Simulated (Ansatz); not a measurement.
Consider the following.

Si2Ni:
```
Si2Ni
1.0
    4.20925     0.00000     0.00000
   -2.10462     3.64532     0.00000
    0.00000     0.00000     2.46167
Ni Si
1 2
Direct
  0.00000   0.00000   0.00000
  0.33333   0.66667   0.50000
  0.66667   0.33333   0.50000
```

This is the r²SCAN+D4-relaxed structure.

Q: All from DFT-r²SCAN+D4 in the program Ansatz with PAW potentials, unless another level is named. Estimate the electronic character.

A: metallic (no gap).

Q: What about the formation energy from the elements (no fitted shifts)?

A: 0.34 eV/atom.

Q: And the density of states at the Fermi level?

A: 0.64 states/eV per atom (mean over ±0.08 eV).

Space group P6/mmm. The cell is a constructed one: a structure type filled with these elements; neither database checked (COD, Materials Project) lists it. It is not the phase usual at ambient conditions (space group No. 225). Symmetry was held in the r²SCAN+D4 relaxation; its stability against distortions is not shown here. The workflow began spin-polarised and lost its moments. The cell computed holds one magnetic atom, so no antiferromagnetic order was within reach. Other orbital occupations within this spin state were not tried. The references are the lowest solids computed at this level, not always the standard phases.

Potentials: the later of the program's two PAW sets.
